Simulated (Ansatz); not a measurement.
Sc (hcp (Mg type), P6_3/mmc) under volume change, plane-wave PAW PBE (Ansatz code), shape and atoms relaxed at each volume.

| V (Å³/atom) | E − E(relaxed) (meV/atom) | P (GPa) |
|---|---|---|
| 22.417 | 38.6 | 5.97 |
| 23.156 | 16.4 | 3.71 |
| 23.895 | 3.9 | 1.73 |
| 24.634 | 0.0 | 0.00 |
| 25.373 | 3.6 | -1.52 |
| 26.112 | 13.8 | -2.86 |
| 26.851 | 29.7 | -4.03 |

Task: What does a third-order Birch–Murnaghan fit give for V₀, B₀ and B′?

Result: V₀ = 24.63 Å³/atom, B₀ = 54.1 GPa, B′ = 3.3.

Symmetry was held in the PBE relaxation. The run is not spin-polarised.

Potentials: the later of the program's two PAW sets.
